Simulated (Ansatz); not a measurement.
An Ansatz (a first-principles code) run. Input:

Ansatz 0.2 input:
```yaml
crystal:
  lattice:
    - [6.0236006447, 0.0, 0.0]
    - [0.0, 6.0236006447, 0.0]
    - [0.0, 0.0, 6.0236006447]
  atoms:
    - { symbol: Sb, position: [0.3760095683, 0.3760095683, 0.3760095683] }
    - { symbol: Sb, position: [0.1239904317, 0.6239904317, 0.8760095683] }
    - { symbol: Sb, position: [0.8760095683, 0.1239904317, 0.6239904317] }
    - { symbol: Sb, position: [0.6239904317, 0.8760095683, 0.1239904317] }
    - { symbol: Ir, position: [0.9844763855, 0.5155236145, 0.4844763855] }
    - { symbol: Ir, position: [0.5155236145, 0.4844763855, 0.9844763855] }
    - { symbol: Ir, position: [0.4844763855, 0.9844763855, 0.5155236145] }
    - { symbol: Ir, position: [0.0155236145, 0.0155236145, 0.0155236145] }
    - { symbol: S, position: [0.3831149401, 0.1168850599, 0.8831149401] }
    - { symbol: S, position: [0.1168850599, 0.8831149401, 0.3831149401] }
    - { symbol: S, position: [0.8831149401, 0.3831149401, 0.1168850599] }
    - { symbol: S, position: [0.6168850599, 0.6168850599, 0.6168850599] }
kpoints:
  mp_grid: { grid: [4, 4, 4] }
basis: { xc_grid: 2 }
hamiltonian:
  xc: pbesol
  pseudopotentials: { kind: paw }
scf:
  occupations: { method: fixed }
output:
  optics: { e_range: [0.0, 15.0], de: 0.05, sigma: 0.1, bands: { spectra_wanted_up_to: 12 eV } }
```

Output (shortened):

```
output.optics: the spectra are integrated over the Brillouin zone by k·p interpolation around the k-points, where levels, occupations, output.optics.sigma and …
Pseudopotential: Sb, paw, valence charge 15
Pseudopotential: Ir, paw, valence charge 17
Pseudopotential: S, paw, valence charge 6
Functional definition: PBEsol
Crystal: 12 atoms, lattice volume = 218.559 Å³
Basis set: ecut = 420 eV, 4337 PW (Γ), exchange–correlation on 90×90×90 points (8 copies of the dense FFT grid, shifted against one another)
Bands: 92, of which v1, the nominal top of the filled ones, is band 76 counted from 1 (75 counted from 0)
Symmetry: 12 space group operations
Space group: P213 (ITA 198), of the structure as read, at distance tolerance 6.0e-5 Å
k-points: 11 of 64 (time reversal used)
SCF iter   1: F=—  HF=-76374.540121 eV  |F-HF|=—  |Δ(HF+E_count)|=         —  Δρ=5.83e-3  dr2=7.58e-2  ethr=1.77e-3  ⟨swp⟩=5.0  Hψ=3194  notcnv=0  defer=152
preconditioner: auto → Resta (q_TF=auto, 2.568 Å⁻¹)
SCF iter   2: F=—  HF=-76374.522190 eV  |F-HF|=—  |Δ(HF+E_count)|=   1.79e-2  Δρ=2.64e-3  dr2=1.15e-2  ethr=4.99e-5  ⟨swp⟩=2.0  Hψ=1630  notcnv=0  defer=150
SCF iter   3: F=—  HF=-76374.519595 eV  |F-HF|=—  |Δ(HF+E_count)|=   2.60e-3  Δρ=6.47e-4  dr2=9.25e-4  ethr=7.60e-6  ⟨swp⟩=2.0  Hψ=1365  notcnv=0  defer=150
SCF iter   4: F=—  HF=-76374.519466 eV  |F-HF|=—  |Δ(HF+E_count)|=   1.29e-4  Δρ=2.60e-4  dr2=1.07e-4  ethr=6.09e-7  ⟨swp⟩=2.0  Hψ=1190  notcnv=0  defer=144
SCF iter   5: F=—  HF=-76374.519467 eV  |F-HF|=—  |Δ(HF+E_count)|=   5.93e-7  Δρ=5.33e-5  dr2=8.55e-6  ethr=7.03e-8  ⟨swp⟩=2.1  Hψ=1317  notcnv=0  defer=112
SCF iter   6: F=—  HF=-76374.519326 eV  |F-HF|=—  |Δ(HF+E_count)|=   1.41e-4  Δρ=1.83e-5  dr2=7.55e-7  ethr=5.62e-9  ⟨swp⟩=2.0  Hψ=1560  notcnv=0  defer=112
SCF iter   7: F=—  HF=-76374.519326 eV  |F-HF|=—  |Δ(HF+E_count)|=   7.88e-8  Δρ=3.24e-6  dr2=2.14e-8  ethr=4.97e-10  ⟨swp⟩=2.0  Hψ=1282  notcnv=0  defer=112
SCF iter   8: F=—  HF=-76374.519326 eV  |F-HF|=—  |Δ(HF+E_count)|=   3.84e-9  Δρ=7.09e-7  dr2=1.30e-9  ethr=1.41e-11  ⟨swp⟩=2.0  Hψ=1334  notcnv=0  defer=112
SCF iter  10: F=-76374.519326 eV  HF=-76374.519326 eV  |F-HF|=2.91e-11  |Δ(HF+E_count)|=  1.46e-11  Δρ=3.56e-8  dr2=2.43e-12  ethr=1.00e-12  ⟨swp⟩=10.4  Hψ=3997  notcnv=0
SCF 1 converged in 10 iterations: F = -76374.519326 eV  dr2 = 2.43e-12
NSCF: frozen V_eff on 11 k-points
Optics k sum: 0 of 11 k-points
Optics k sum: 1 of 11 k-points
Optics k sum: 2 of 11 k-points
Optics k sum: 3 of 11 k-points
Optics k sum: 4 of 11 k-points
Optics k sum: 5 of 11 k-points
Optics k sum: 6 of 11 k-points
Optics k sum: 7 of 11 k-points
Optics k sum: 8 of 11 k-points
Optics k sum: 9 of 11 k-points
Optics k sum: 10 of 11 k-points
Optics k sum: 11 of 11 k-points
Optics k sum: 0 of 11 k-points
Optics k sum: 1 of 11 k-points
Optics k sum: 2 of 11 k-points
Optics k sum: 3 of 11 k-points
Optics k sum: 4 of 11 k-points
Optics k sum: 5 of 11 k-points
Optics k sum: 6 of 11 k-points
Optics k sum: 7 of 11 k-points
Optics k sum: 8 of 11 k-points
Optics k sum: 9 of 11 k-points
Optics k sum: 10 of 11 k-points
Optics k sum: 11 of 11 k-points
output.optics: what the bands over the 145 summed would add to eps1, eps2 and the energy-loss function is held between a lower and an upper bound (8 Lanczos …
SCF converged after 10 iterations
Free energy (F): -76374.519326 eV
Harris-Foulkes:  -76374.519326 eV  (|F-HF|=2.91e-11)
Internal energy: -76374.519326 eV  (E = F + TS)
E sigma→0 (E₀):  -76374.519326 eV
Fermi energy:    14.174857 eV
--- Per-component energies (eV) ---
  E_band       = -1232.564323
  E_kinetic    = 3769.587097
  E_local      = -12748.413061  (includes V_loc(G=0)·N_el)
  E_nonlocal   = 1883.067932
  E_hartree    = 5380.440893
  E_xc         = -2007.680253
  E_vxc        = -1944.996577  (∫ρ·V_xc dr)
  E_paw        = -56701.205877  (= ΣΔE_a)
  E_vpaw       = -2952.691767  (= ΣTr[D̂ρ^β])
  E_aug_tail   = 0.000258  (compensation charges beyond the density's cutoff)
  E_ewald      = -15952.952680
  E_core_change = 2.636364  (= ΣΔE_core)
  E_smearing   =  0.000000  (= −TS)
  E_closure    = 0.000000  (closes the sum)
  Σ components = -76374.519326   (vs F -76374.519326, Δ=0.00e0)
  [band-id]    e_kinetic+e_local+e_nonlocal+2·e_hartree+e_vxc+e_vpaw+e_augmentation_tail = -1232.564332   (vs E_band -1232.564323, Δ=-9.68e-6)
--- Band table (eV; the first three rows and the last of 11) ---
  k-point 0: bands = ["-77.1664", "-77.1663", "-77.1663", "-77.1663", "-34.1120", "-34.1120", "-34.1120", "-34.1097", "-34.1097", "-34.1091", "-34.1091", "-34.1091", "-33.9834", "-33.9829", "-33.9829", "-33.9829", "-14.2060", "-14.2000", "-14.2000", …
  k-point 1: bands = ["-77.1664", "-77.1663", "-77.1663", "-77.1663", "-34.1121", "-34.1118", "-34.1113", "-34.1099", "-34.1096", "-34.1093", "-34.1093", "-34.1091", "-33.9833", "-33.9829", "-33.9828", "-33.9828", "-14.2057", "-14.2020", "-14.1998", …
  k-point 2: bands = ["-77.1664", "-77.1664", "-77.1663", "-77.1663", "-34.1118", "-34.1118", "-34.1104", "-34.1104", "-34.1097", "-34.1097", "-34.1094", "-34.1094", "-33.9831", "-33.9831", "-33.9828", "-33.9828", "-14.2043", "-14.2043", "-14.1993", …
  k-point 10: bands = ["-77.1663", "-77.1663", "-77.1663", "-77.1663", "-34.1117", "-34.1117", "-34.1117", "-34.1117", "-34.1090", "-34.1090", "-34.1090", "-34.1090", "-33.9830", "-33.9830", "-33.9830", "-33.9830", "-14.2025", "-14.2025", "-14.2025", …
```

Cost: around 4 core-minutes (rough) on shared cores.

Space group P2_13. The first step of the workflow began from a Materials Project structure, measured or hypothetical; the Crystallography Open Database copy checked does not list it. COD files the formula under space group No. 29, so this cell is another polymorph or a model. Whether it is the stable phase at ambient conditions was not checked. The cell was relaxed with PBEsol under the symmetry of its start; its stability against distortions is not shown here. No spin polarisation was allowed. Spin–orbit coupling is left out wherever it is not named.

Potentials: the later of the program's two PAW sets.

Ansatz is a plane-wave DFT program.
